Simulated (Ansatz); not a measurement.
# Zone-centre phonons of BP at 12 GPa: input and output

All numbers below come from DFT LDA, scalar-relativistic, plane waves, PAW (Ansatz 0.2.0).

Launched with:
```bash
ansatz run input.yaml --threads 1 --pin off --max-ram 3072MiB --backend cpu --events-out ev --progress --plain --runs-dir out
```

Input (bare energies are in eV):
```yaml
crystal:
  lattice:
    - [0.0, 2.2000780879, 2.2000780879]
    - [2.2000780879, 0.0, 2.2000780879]
    - [2.2000780879, 2.2000780879, 0.0]
  atoms:
    - { symbol: B, position: [0.0, 0.0, 0.0] }
    - { symbol: P, position: [0.75, 0.75, 0.75] }
basis:
  ecutwfc: 420
kpoints:
  mp_grid: { grid: [10, 10, 10] }
hamiltonian:
  xc: lda
scf:
  occupations: { method: fixed }
output:
  eigenvalues: true
phonons:
  method: dfpt
  dielectric: true
  rigid_motions: translations
  eigenvectors: true
```

Results section of the output:
```
--- Phonons (Γ-DFPT): 2 representative perturbations + reference, on 171 of 1000 k-points (Σ response iterations 6) ---
  k mesh reduced under 4 symmetry operations, with k and −k counted as one. Each operation leaves every solved perturbation unchanged. A smaller set is not considered because the run solves the response ...
  ASR residual: 3.915e-5 → 0.000e0 eV/Å²; symmetrization residual: 3.451e-7 eV/Å²
  ASR residual per site (eV/Å²): 3.65e-5 3.92e-5
  Γ frequencies (cm⁻¹): 0.00 0.00 0.00 872.40 872.40 872.40
  ε∞ (high-frequency dielectric tensor):
        9.166047    -0.000000    -0.000000
       -0.000000     9.166047     0.000000
       -0.000000     0.000000     9.166047
  ε⁰ (static dielectric tensor: ions relaxed, cell fixed):
        9.433189    -0.000000    -0.000000
       -0.000000     9.433189     0.000000
       -0.000000     0.000000     9.433189
  ε⁰ − ε∞ (ionic part):
        0.267142     0.000000     0.000000
        0.000000     0.267142    -0.000000
        0.000000    -0.000000     0.267142
  softest optical mode at Γ: 872.40 cm⁻¹; the repairs (sum rule, projections) moved no ω² at Γ by more than (0.99 cm⁻¹)²
  Born effective charges Z* (e; rows j = field, columns β = displacement):
    site 0:
        -0.83975   -0.00000   -0.00000
        -0.00000   -0.83975   -0.00000
        -0.00000    0.00000   -0.83975
    site 1:
         0.83975    0.00000    0.00000
         0.00000    0.83975    0.00000
         0.00000   -0.00000    0.83975
  Z* charge neutrality: 1.396e-4 e pre-enforcement
  solved inside a basis spanned on kpoints, on 10×10×10 k-points, its susceptibility summed on 14×14×14: ε∞ is read to err by 2.7e-2, Z* by 5.5e-3 e (field_mesh: kpoints solves on kpoints); Z* is corrected for ...
  optical modes at Γ without the LO–TO term, one row a degenerate level:
      ω (cm⁻¹) modes IR ((D/Å)²/amu)
        872.40      3             6.0908
  optical modes at Γ + LO–TO along q̂ = [1.0000, 0.0000, 0.0000]:
      ω (cm⁻¹) modes IR ((D/Å)²/amu)
        872.40      2             4.0606
        885.02      1             2.0303
  optical modes at Γ + LO–TO along q̂ = [0.0000, 1.0000, 0.0000]:
      ω (cm⁻¹) modes IR ((D/Å)²/amu)
        872.40      2             4.0606
        885.02      1             2.0303
  optical modes at Γ + LO–TO along q̂ = [0.0000, 0.0000, 1.0000]:
      ω (cm⁻¹) modes IR ((D/Å)²/amu)
        872.40      2             4.0606
        885.02      1             2.0303
```

The run took 28 s on 1 thread of Intel(R) Xeon(R) Platinum 8259CL CPU @ 2.50GHz (Skylake/Cascade Lake), on a shared host, peak memory 0.5 GiB.